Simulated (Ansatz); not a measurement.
YCo3B2: reading a single point

```
B Co Y
1.0
     5.09737    0.00000    0.00000
    -2.54868    4.41444    0.00000
     0.00000    0.00000    3.07101
B Co Y
2 3 1
Direct
  0.33330 0.66670 0.00000
  0.66660 0.33330 0.00000
  0.50000 0.00000 0.50000
  0.50000 0.50000 0.50000
  0.00000 0.50000 0.50000
  0.00000 0.00000 0.00000
```

Single point in Ansatz 0.2.0 with LDA, collinear spin. Cutoff 420 eV, PAW datasets, 5×5×8 Γ-centred k mesh, fermi-dirac filling (width 0.1 eV).

The state carries no moments; the state need not be the lowest.

Forces: Nearly at rest: the largest force is 0.001 eV/Å.
Stress: The pressure is -21.9 GPa (compression positive), so with the atoms held at these fractions the cell would first shrink.
Charges: Bader charges in e: Y +1.53, Co -0.26, B -0.38. In the mean Y gives up most and B takes most.
Electronic structure: It is a metal, with about 3.9 states/eV a cell as the mean within 0.25 eV of the Fermi level, mostly Co d (75 %).
Contacts: B–Co at 2.13 Å: least valence density 0.50 e/Å³ and ELF 0.49 there. Y–B at 2.94 Å: least valence density 0.16 e/Å³ and ELF 0.12 there. Y–Co at 2.98 Å: least valence density 0.18 e/Å³ and ELF 0.17 there. These are pseudo-fields; inside the PAW spheres they differ from the all-electron ones.
Formation energy: -0.51 eV an atom against the elements' usual phases (free molecules for gases, crystals otherwise, with no correction for O₂ or N₂), so it is bound against them; other compounds may still compete. Relaxing would lower it.

Origin: a database entry at a rescaled volume. Caveats: atoms or cell far from equilibrium.
